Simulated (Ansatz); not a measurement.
Ba$_{2}$H$_{3}$I:
```xyz
6
Lattice="4.5115 0.0000 0.0000 -2.2557 3.9070 0.0000 0.0000 0.0000 8.0954" Properties=species:S:1:pos:R:3 pbc="T T T"
Ba     2.2557     1.3023     5.5373
Ba     0.0000     2.6047     2.5581
H      2.2557     1.3023     2.8880
H      0.0000     2.6047     5.2074
H      0.0000     0.0000     4.0477
I      0.0000     0.0000     0.0000
```

Relaxed with r²SCAN. Special points in fractions of this cell's reciprocal vectors: Γ (0.000, 0.000, 0.000); M (0.500, 0.000, 0.000); K (0.333, 0.333, 0.000); A (0.000, 0.000, 0.500); L (0.500, 0.000, 0.500); H (0.333, 0.333, 0.500).

Task: List the band energies nearest the valence-band maximum at these points for plane-wave PAW r²SCAN with spin–orbit coupling (Ansatz code).

Result: In eV from the valence-band maximum; about four levels below and three above (degenerate sets whole), none deeper than 8.9 eV; points with the same levels are listed once.

```tsv
k	below	above
Γ	-1.96 -1.96 -0.03 -0.03	3.24 3.24 3.30 3.30
M	-1.79 -1.79 -1.63 -1.63	3.38 3.38 3.84 3.84
K	-1.79 -1.79 -1.71 -1.71	3.10 3.10 3.12 3.12
A	-1.98 -1.98 0.00 0.00	3.09 3.09 3.17 3.17
L	-1.99 -1.99 -1.76 -1.76	2.74 2.74 3.53 3.53
H	-1.87 -1.87 -1.75 -1.75	3.70 3.70 3.76 3.76
```

Space group P-3m1. The workflow started from a Materials Project entry (that database holds measured and hypothetical structures alike); the Crystallography Open Database copy checked does not list it. Whether it is the stable phase at ambient conditions was not checked. Symmetry was held in the r²SCAN relaxation; its stability against distortions is not shown here.

Potentials: the later of the program's two PAW sets.
